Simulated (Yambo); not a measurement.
Yambo run on CsSnBr$_{3}$ (cubic perovskite, space group Pm-3m, No. 221). The wavefunctions are norm-conserving PBE (stringent potentials; Quantum ESPRESSO, 102 Ry, no spin-orbit coupling) ones on a 2×2×2 mesh (41 occupied bands); a = b = c = 5.7802 Å, α = β = γ = 90.00°.

Yambo input:

```
rim_cut
gw0
dyson
el_el_corr
HF_and_locXC
cohsex
em1s
RandQpts= 1000000
RandGvec= 1 Ry
EXXRLvcs= 102 Ry
VXCRLvcs= 408 Ry
Chimod= "HARTREE"
% BndsRnXs
 20 | 553 |
%
NGsBlkXs= 12 Ry
% LongDrXs
 1.0 | 1.0 | 1.0 |
%
ExtendOut
% QPkrange
 4 | 4 | 41 | 42 |
%
```

k points by index: 4 = R.

The o-*.qp file then holds:

```
#    K-point    Band    Eo [eV]    E [eV]    E-Eo [eV]    Vxc [eV]    Vnlxc [eV]    Sc|Eo [eV]    Re(Z)    Im(Z)
#
    4    41    0.000000    -3.123631    -3.123631    -15.69674    -18.32474    -0.495632    1.000000    0.000000
    4    42    0.346465    -0.956801    -1.303266    -10.76979    -6.885381    -5.187677    1.000000    0.000000
```
(The two width columns are left out.) Convergence of these settings isn't established.

Geometry relaxed with PBEsol.

The structure is a Materials Project entry; no match was found in the copy of COD used, and its stability was not checked.
